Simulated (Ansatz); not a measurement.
YPb₂ in space group Cmcm (No. 63; Pb on 4c, Y on 4c, Pb on 4c), DFT-PBE in the program Ansatz with PAW potentials, all energies at zero smearing, with the estimated change up to a 700 eV cutoff added, with one set of potentials and settings (totals compare only within such a set). Cell of 6 atoms (4 Pb, 2 Y): -55325.375 eV.

```csv
element,reference phase,E (eV/atom)
Pb,"Fm-3m, 1 atoms in the cell",-11906.4191
Y,"P6_3/mmc, 2 atoms in the cell",-3848.6668
```

Formation energy per atom, worked out: (-55325.375 − 4×(-11906.4191) − 2×(-3848.6668))/6 = -0.394 eV/atom (-38 kJ per mol of atoms), at 0 K, without zero-point energy or fitted corrections.

The workflow started from an entry of the Crystallography Open Database (COD). Its standing as an ambient phase is unchecked. The PBE relaxation kept the symmetry of its start; its stability against distortions is not shown here. No spin polarisation was allowed. The references are the lowest solids computed at this level, not always the standard phases. Scalar-relativistic: spin–orbit coupling is off unless named, which matters more the heavier the elements.

Potentials: the later of the program's two PAW sets.
